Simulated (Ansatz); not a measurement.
Ga$_{2}$O$_{3}$:
```
Ga2O3
1.0
    1.48111     0.85512     6.87460
   -1.48111     0.85512     6.87460
    0.00000    -1.71023     6.87460
Ga O
2 3
Direct
  0.40028   0.40028   0.40028
  0.59972   0.59972   0.59972
  0.00000   0.00000   0.00000
  0.23138   0.23138   0.23138
  0.76862   0.76862   0.76862
```

Relaxed with LDA. Special points in fractions of this cell's reciprocal vectors: Γ (0.000, 0.000, 0.000); T (0.500, 0.500, 0.500); H2 (0.823, 0.177, 0.500); H0 (0.500, -0.177, 0.177); L (0.500, 0.000, 0.000); S0 (0.338, -0.338, 0.000); S2 (0.662, 0.000, 0.338); F (0.500, 0.000, 0.500).

**Question.** List the band energies nearest the valence-band maximum at these points for LDA in the plane-wave PAW code Ansatz.

**Answer.** In eV from the valence-band maximum; about four levels below and three above (degenerate sets whole), none deeper than 8.9 eV; points with the same levels are listed once.

```
k                           below            above
--  -----------------------------  ---------------
Γ    -1.02 -1.02 -0.85 -0.85 0.00   2.65 5.84 6.49
T         -0.97 -0.97 -0.89 -0.89   3.62 5.07 6.66
H2        -3.57 -1.21 -0.91 -0.67  6.76 7.09 10.31
L         -2.03 -1.80 -0.69 -0.31   4.47 7.77 7.91
S0        -3.61 -1.12 -0.98 -0.69  6.81 7.03 10.28
F   -2.18 -2.18 -1.53 -0.76 -0.51   4.58 7.51 7.62
```

Space group R-3m. The cell is a constructed one: a structure type filled with these elements; neither database checked (COD, Materials Project) lists it. It is not the phase usual at ambient conditions (space group No. 12, 167). Symmetry was held in the LDA relaxation. At this level the phase is dynamically unstable (imaginary phonons). A crystal of weakly bound layers computed without a dispersion correction: the cell and the soft elastic constants depend strongly on that. Scalar-relativistic: spin–orbit coupling is off unless named, which matters more the heavier the elements.

Potentials: the earlier of the program's two PAW sets. The files were generated under PBE; for other functionals the program regenerates the frozen cores, and for LDA and PBEsol the local potential too.
